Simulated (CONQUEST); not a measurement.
Input and output of a self-consistent single point for Si2W (I4/mmm, 6 atoms in the cell; from Materials Project mp-1620, changed as shown) (CONQUEST).

Level of theory: PBE, numerical atomic orbitals double-zeta with polarisation (the shipped basis), PseudoDojo norm-conserving potentials made for PBE (CONQUEST 1.3).

The change in words: lattice vector c scaled by 0.99. Reference geometry (I4/mmm):
```xyz
6
Lattice="3.2147 0.0000 0.0000 0.0000 3.2147 0.0000 0.0000 0.0000 7.8021" Properties=species:S:1:pos:R:3 pbc="T T T"
Si     0.0000     0.0000     2.6136
Si     1.6074     1.6074     1.2874
Si     1.6074     1.6074     6.5146
Si     0.0000     0.0000     5.1884
W      0.0000     0.0000     0.0000
W      1.6074     1.6074     3.9010
```

Reference input (self-consistent single point, DFT, PBE, numerical atomic orbitals double-zeta with polarisation (the shipped basis), PseudoDojo norm-conserving potentials made for PBE): basis = DZP; Diag.MPMeshX, Y, Z = 5 5 2; potentials = PseudoDojo norm-conserving PBE; Grid.GridCutoff = 140 Ha; DM.SolutionMethod = diagon; Diag.kT = 0.003675 Ha; Diag.GammaCentred = true; minE.SCTolerance = 1.0e-06; SC.MaxIters = 100; SC.LinearMixingFactor = 0.5; SC.KerkerPreCondition = true; SC.KerkerFactor = 0.5 1/bohr. This run's input differs from it in these lines:

```diff
@@ -33,3 +33,3 @@
      0.000000000      6.074959265      0.000000000
-     0.000000000      0.000000000     14.743756608
+     0.000000000      0.000000000     14.596318286
 6
```

The program printed (abridged):

```
    new_SC_potl: Starting.  Tolerance:  0.10000E-05

    PulayMixSC: Starting Pulay mixing, A_up =  0.500 A_dn =  0.500
    PulayMixSC: Spin non-polarised calculation.
    PulayMixSC: with Kerker preconditioning, q0 =  0.500
          Harris-Foulkes Energy            :     -4589.429701950451090 eV
          GroundState Energy (E-(1/2)TS)   :     -4589.442062048748085 eV
          Free Energy (E-TS)               :     -4589.454422147044170 eV
          DFT Total Energy                 :     -4589.149573590684668 eV
          Total number of electrons        :        44.000000000001236
   [... lines left out ...]
          Total number of electrons        :        44.000029032082288
    PulayMixSC: Pulay iteration    15 residual:              0.12241E-05
          Harris-Foulkes Energy            :     -4589.207394256475709 eV
          GroundState Energy (E-(1/2)TS)   :     -4589.221075710825062 eV
          Free Energy (E-TS)               :     -4589.234757165173505 eV
          DFT Total Energy                 :     -4589.207394135173672 eV
          Total number of electrons        :        44.000025028080316
    PulayMixSC: Pulay iteration    16 residual:              0.56239E-06
    PulayMixSC: Reached SCF tolerance of  0.56239E-06 after     16 iterations
      | Number of electrons      =        44.000025
      |* band energy as 2Tr[K.H] =     -1171.338085010489294 eV
      |  screened ion-ion energy =     -3158.081082368748866 eV
      |  Ha correction           =         9.524066360361740 eV
      |  XC correction           =      -269.312260804331800 eV
      | GS Energy as E-(1/2)TS   =     -4589.221075710825062 eV
      | Free Energy as E-TS      =     -4589.234757165173505 eV
      |* Harris-Foulkes energy   =     -4589.207394256475709 eV
      |* DFT total energy        =     -4589.207394135173672 eV
      |  estimated accuracy      =        -0.000000121302225 eV

    force: Forces on atoms (eV/a0)
    force:  Atom   X              Y              Z
   [... lines left out ...]
    force: Maximum force :        0.14444051(eV/a0) on atom         4 in z direction
   [... lines left out ...]
    force: Force Residual:        0.11793518 eV/a0
    force: Total stress:         -7.91432450     0.00000000     0.00000000 GPa
                             0.00000000    -7.91432450     0.00000000
                             0.00000000     0.00000000   -16.66290901
    force: Average pressure:     10.83051934 GPa

    force: Finished force
    get_E_and_F: Change in energy during last step of electronic optimisation:  0.32947E-06
```

The run converged in 16 iterations. CONQUEST prints the stress tensor with tension positive. Against the reference run the free energy goes up by 11.4 meV/atom, the pressure goes from 8.09 to 10.83 GPa and the largest force goes from 0.229 to 0.273 eV/Å.

The program uses no crystal symmetry, so grid and mesh can part values that symmetry would make equal. The atom-centred basis is finite, which shifts total energies, pressures and forces against plane waves. The structure comes from a collection of computed structures, made at another level of theory; the collection holds predicted forms beside known ones. No clean gap shows at this smearing width and mesh (spacing up to 0.41 Å⁻¹); the mesh is coarse for partly filled bands, so the values carry mesh errors.

Cost on one core: very roughly 4 core-minutes.
